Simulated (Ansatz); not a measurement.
Given:

La2Zn3Ge6:
```
La2Zn3Ge6
1.0
    3.00313   -12.46264     0.00000
    3.00313    12.46264     0.00000
    0.00000     0.00000     5.99297
La Zn Ge
4 6 12
Direct
  0.89395   0.10605   0.25000
  0.10605   0.89395   0.75000
  0.39406   0.60594   0.75000
  0.60594   0.39406   0.25000
  0.75967   0.75967   0.00000
  0.24033   0.24033   0.00000
  0.24033   0.24033   0.50000
  0.75967   0.75967   0.50000
  0.33843   0.66157   0.25000
  0.66157   0.33843   0.75000
  0.01087   0.41501   0.96255
  0.98913   0.58499   0.03745
  0.98913   0.58499   0.46255
  0.01087   0.41501   0.53745
  0.41501   0.01087   0.03745
  0.58499   0.98913   0.96255
  0.58499   0.98913   0.53745
  0.41501   0.01087   0.46255
  0.93599   0.06401   0.75000
  0.06401   0.93599   0.25000
  0.44166   0.55834   0.25000
  0.55834   0.44166   0.75000
```

This is the r²SCAN-relaxed structure.

Task: All from plane-wave PAW r²SCAN (Ansatz code), unless another level is named. Give the electronic character.

Result: metallic (no gap).

Task: Give the formation energy from the elements (no fitted shifts).

Result: -0.49 eV/atom.

Task: Next, the density of states at the Fermi level?

Result: 0.20 states/eV per atom (mean over ±0.08 eV).

Space group Cmcm. The first step of the workflow began from a Materials Project structure, measured or hypothetical; the Crystallography Open Database files this formula in space group No. 63, but the cells were not matched. Whether it is the stable phase at ambient conditions was not checked. Symmetry was held in the r²SCAN relaxation; its stability against distortions is not shown here. The references are the lowest solids computed at this level, not always the standard phases. Scalar-relativistic: spin–orbit coupling is off unless named, which matters more the heavier the elements.

Potentials: the later of the program's two PAW sets.
